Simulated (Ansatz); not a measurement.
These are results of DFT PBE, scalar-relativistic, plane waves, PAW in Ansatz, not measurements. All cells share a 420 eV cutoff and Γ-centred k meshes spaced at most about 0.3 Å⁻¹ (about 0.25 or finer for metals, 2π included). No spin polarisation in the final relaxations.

All energies are static (0 K, no zero-point motion).

Two relaxed structures of RbAl4Cl:

A.

```
CELL_PARAMETERS angstrom
4.98229 0.00000 0.00000
0.00000 3.50575 4.42990
0.00000 -3.50575 4.42990
ATOMIC_POSITIONS crystal
Rb 0.00000 0.37729 0.37729
Al 0.00000 0.01292 0.01292
Al 0.50000 0.24698 0.86838
Al 0.50000 0.86838 0.24698
Al 0.50000 0.75344 0.75344
Cl 0.00000 0.74401 0.74401
```

B.

```
CELL_PARAMETERS angstrom
5.78995 0.00000 0.00000
-2.89497 5.01424 0.00000
0.00000 0.00000 5.09982
ATOMIC_POSITIONS crystal
Rb 0.33333 0.66667 0.00000
Al 0.00000 0.00000 0.00000
Al 0.33527 0.16763 0.50000
Al 0.83237 0.16763 0.50000
Al 0.83237 0.66473 0.50000
Cl 0.66667 0.33333 0.00000
```

Question: Which would you expect to be lower, and how large is the difference?

Answer: A is lower, by 113 meV/atom. A has space group Amm2 (No. 38), 25.8 Å³/atom and no gap on its mesh; B has space group P-6m2 (No. 187), 24.7 Å³/atom and no gap. The shortest distance is 2.38 Å (Al–Cl) in A and 2.88 Å (Al–Al) in B. The lower one is the more open, so pressure narrows the difference. In A, around Rb lie 1 Al at 3.23 Å, 1 Cl at 3.25 Å, 6 Al at 3.68–3.71 Å and 2 Cl at 3.70 Å; around Al on a site of symmetry mm2 lie 1 Cl at 2.38 Å, 4 Al at 2.85 Å, 1 Rb at 3.23 Å, 2 Al at 3.39 Å and 2 Rb at 3.71 Å; Cl is surrounded by 3 Al at 2.38–2.49 Å, 1 Rb at 3.25 Å, 4 Al at 3.70 Å and 2 Rb at 3.70 Å; 2 more sites not described. In B, around Rb lie 3 Al at 3.34 Å and 3 Cl at 3.34 Å; Al on a site of symmetry -6m2 has 6 Al at 3.05 Å, 3 Cl at 3.34 Å and 3 Rb at 3.34 Å; Cl has 6 Al at 3.04 Å, 3 Al at 3.34 Å and 3 Rb at 3.34 Å; 1 more site not described. Both come from invented guesses.

Cells relaxed within their symmetry can be saddle points. The Amm2 cell of RbAl4Cl came from shaking the P-6m2 one.
